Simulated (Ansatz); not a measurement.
Geometry optimisation in Ansatz: input, command and trajectory.

```yaml
crystal:
  lattice:
    - [3.0176765058, -5.2187688063, -0.0002311147]
    - [2.8721551781, 5.1347520284, 0.192881949]
    - [0.3082413345, 0.1783902073, 9.5855848287]
  atoms:
    - { symbol: Nb, position: [0.3426066566, 0.6657186957, 0.12037374] }
    - { symbol: In, position: [0.163776119, 0.315242739, 0.8762652961] }
    - { symbol: In, position: [0.6877538886, 0.8433529263, 0.3755254582] }
    - { symbol: Ta, position: [0.3270888882, 0.1278207661, 0.1347373634] }
    - { symbol: Ta, position: [0.824251332, 0.1951106133, 0.6257442814] }
    - { symbol: Ta, position: [0.6531873407, 0.2960380908, 0.8776619892] }
    - { symbol: Ta, position: [0.1491608007, 0.3828671653, 0.3792219494] }
    - { symbol: Ta, position: [0.1761538175, 0.8194671024, 0.8749219478] }
    - { symbol: Ir, position: [0.1543779827, 0.8239189576, 0.3664314321] }
    - { symbol: Au, position: [0.3336529484, 0.1828142922, 0.6262130683] }
    - { symbol: Au, position: [0.8414062022, 0.1617399049, 0.1282471696] }
    - { symbol: Au, position: [0.3496620678, 0.6857784371, 0.618551281] }
    - { symbol: Au, position: [0.8291850758, 0.6473840008, 0.1147408676] }
    - { symbol: Au, position: [0.8566035538, 0.6915155023, 0.6338918461] }
    - { symbol: Au, position: [0.6318034613, 0.3304388479, 0.377356371] }
    - { symbol: Au, position: [0.671135876, 0.8131380088, 0.8685998442] }
  symmetry: { detect: false }
basis:
  ecutwfc: 420
kpoints:
  mp_grid: { grid: [4, 4, 2] }
hamiltonian:
  xc: pbe
scf:
  occupations: { method: gaussian, width: 0.1 }
  lower_state_search: "off"
output:
  forces: true
  stress: true
  eigenvalues: true
relax:
  adjacent_minimum: "off"
  f_tol: 0.04
  max_steps: 25
  cell: { stress_tol: 0.3 }
```

```bash
ansatz run input.yaml --threads 4 --pin off --max-ram 9216MiB --backend cpu --events-out ev --progress --plain --runs-dir out
```

Level of theory: Ansatz, DFT PBE, scalar-relativistic, plane waves, PAW.

Of 4 frames 3 are shown, positions in Å and forces in eV/Å; the SCF threshold varies from step to step. Steps run on the plane waves of an earlier cell, with a Pulay correction in the pressure. The basis is chosen afresh for the last frame, the zero of the energies, and at times for earlier ones too; energy and pressure step there, also at an unchanged geometry.

```xyz
16
Lattice="3.0177 -5.2188 -0.0002 2.8722 5.1348 0.1929 0.3082 0.1784 9.5856" Properties=species:S:1:pos:R:3:forces:R:3 pbc="T T T" step=1 free_energy_over_end_meV_per_atom=0.92 pressure_GPa=0.01
Nb    2.9830    1.6518    1.2822   -0.0715   -0.0261   -0.0627
In    1.6698    0.9203    8.4603   -0.0352    0.0125   -0.0577
In    4.6134    0.8082    3.7621   -0.0121    0.0255    0.0511
Ta    1.3957   -1.0266    1.3161    0.0287    0.1036    0.0777
Ta    3.2406   -3.1881    6.0356   -0.0325    0.0305    0.0343
Ta    3.0919   -1.7322    8.4699    0.0241   -0.0488    0.0369
Ta    1.6667    1.2551    3.7089   -0.0146   -0.1318   -0.1102
Ta    3.1549    3.4445    8.5447    0.0530   -0.0199   -0.0106
Ir    2.9452    3.4903    3.6713    0.0446    0.0394   -0.0076
Au    1.7250   -0.6908    6.0378   -0.0235    0.0219    0.0010
Au    3.0432   -3.5377    1.2603    0.0373    0.0598    0.0317
Au    3.2155    1.8068    6.0614    0.0466   -0.0114   -0.0033
Au    4.3970   -0.9827    1.2245   -0.0301   -0.0892   -0.0149
Au    4.7665   -0.8066    6.2094   -0.0289    0.0010    0.0210
Au    2.9720   -1.5332    3.6808    0.0293    0.0050    0.0428
Au    4.6285    0.8277    8.4827   -0.0151    0.0278   -0.0296
16
Lattice="2.9977 -5.1884 -0.0118 2.8958 5.1299 0.1718 0.2562 0.1696 9.5825" Properties=species:S:1:pos:R:3:forces:R:3 pbc="T T T" step=2 free_energy_over_end_meV_per_atom=0.75 pressure_GPa=0.28
Nb    2.9718    1.6610    1.2366    0.0832    0.0402    0.1349
In    1.6126    0.9254    8.4309    0.0703   -0.1078    0.0808
In    4.6088    0.8324    3.7496    0.0377   -0.0024   -0.1139
Ta    1.3880   -0.9832    1.3412   -0.0859   -0.1409   -0.1803
Ta    3.1894   -3.1686    6.0222    0.0068    0.0145   -0.0118
Ta    3.0468   -1.7310    8.4704    0.0356    0.1723   -0.0249
Ta    1.6650    1.2216    3.6603   -0.0477    0.0517    0.0913
Ta    3.1447    3.4372    8.5139   -0.0863   -0.0230    0.0198
Ir    2.9538    3.4756    3.6527    0.0829    0.0369   -0.0070
Au    1.6720   -0.6792    6.0246   -0.0147    0.0170   -0.0285
Au    3.0194   -3.4982    1.2629   -0.1037   -0.0891    0.0026
Au    3.1983    1.8013    6.0340   -0.0245    0.0002   -0.0061
Au    4.3845   -0.9848    1.1970    0.0325    0.1231    0.0106
Au    4.7139   -0.7955    6.1898   -0.0237   -0.0888   -0.0099
Au    2.9725   -1.5142    3.6888    0.0236    0.0033   -0.0239
Au    4.5791    0.8411    8.4480    0.0139   -0.0068    0.0662
16
Lattice="3.0012 -5.1981 -0.0103 2.8955 5.1373 0.1761 0.2656 0.1725 9.5845" Properties=species:S:1:pos:R:3:forces:R:3 pbc="T T T" step=4 free_energy_over_end_meV_per_atom=0.00 pressure_GPa=-0.09
Nb    2.9779    1.6613    1.2573   -0.0086   -0.0176   -0.0066
In    1.6291    0.9191    8.4429   -0.0037    0.0091    0.0049
In    4.6145    0.8318    3.7457    0.0126   -0.0056   -0.0066
Ta    1.3860   -1.0027    1.3223   -0.0205   -0.0251    0.0165
Ta    3.1963   -3.1711    6.0269   -0.0124    0.0128   -0.0129
Ta    3.0591   -1.7217    8.4679    0.0150   -0.0191   -0.0015
Ta    1.6640    1.2377    3.6776   -0.0073    0.0224    0.0312
Ta    3.1458    3.4385    8.5241    0.0092    0.0079   -0.0096
Ir    2.9649    3.4881    3.6545    0.0293    0.0196   -0.0123
Au    1.6769   -0.6793    6.0240   -0.0186    0.0110   -0.0072
Au    3.0207   -3.5112    1.2588   -0.0138   -0.0191   -0.0063
Au    3.2033    1.8041    6.0403    0.0049   -0.0091   -0.0028
Au    4.3889   -0.9782    1.2029    0.0047    0.0179    0.0038
Au    4.7226   -0.8011    6.1953   -0.0143   -0.0258   -0.0025
Au    2.9761   -1.5136    3.6842    0.0174    0.0066    0.0009
Au    4.5964    0.8440    8.4602    0.0060    0.0140    0.0109
```

It took 66 s on 4 threads of Intel(R) Xeon(R) Platinum 8488C (Sapphire Rapids) (shared host), peak memory 1.7 GiB.

The k mesh is coarse. Spin–orbit coupling is left out, which can shift energies with elements as heavy as these.